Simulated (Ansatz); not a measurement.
This HfB₄ structure is the end of a relaxation. The cell was found from a structure generator's guess, not taken from experiment.

All numbers below come from DFT PBE+D3(BJ), scalar-relativistic, plane waves, PAW in Ansatz. Cutoff 420 eV, Γ-centred mesh, Gaussian smearing, no spin polarisation.

```cif
data_structure
_symmetry_space_group_name_H-M 'P 1'
_symmetry_Int_Tables_number 1
_cell_length_a 3.0881
_cell_length_b 3.0881
_cell_length_c 5.3000
_cell_angle_alpha 90.000
_cell_angle_beta 90.000
_cell_angle_gamma 120.000
_cell_volume 43.77
loop_
_atom_site_label
_atom_site_type_symbol
_atom_site_fract_x
_atom_site_fract_y
_atom_site_fract_z
_atom_site_occupancy
Hf1 Hf 0.00000 0.00000 0.00000 1
B1 B 0.33333 0.66667 0.68130 1
B2 B 0.66667 0.33333 0.68130 1
B3 B 0.33333 0.66667 0.31870 1
B4 B 0.66667 0.33333 0.31870 1
```

Formation energies are uncorrected and refer to the elements' standard structures at the same level.

(1) Find its symmetry and describe it.

(2) What is its formation energy per atom?

(3) Is it a metal?

Answers

(1) P6/mmm (No. 191). Conventional cell: a = 3.088 Å, c = 5.300 Å. Hf has 12 B at 2.46 Å and 6 Hf at 3.09 Å; B is surrounded by 3 B at 1.78 Å, 1 B at 1.92 Å and 3 Hf at 2.46 Å.

(2) −0.42 eV/atom. Whether it is stable depends on the other phases of the system, which aren't compared here.

(3) Yes, bands cross the Fermi level on the 15×15×8 mesh, though with few states there, as in a semimetal.

The last run used a 15×15×8 mesh (in the run's order of axes) for its 5-atom cell and Gaussian smearing of 0.10 eV. These runs have no spin–orbit coupling, which can matter for Hf. Symmetry constrained the relaxation, so the result can be a saddle point.
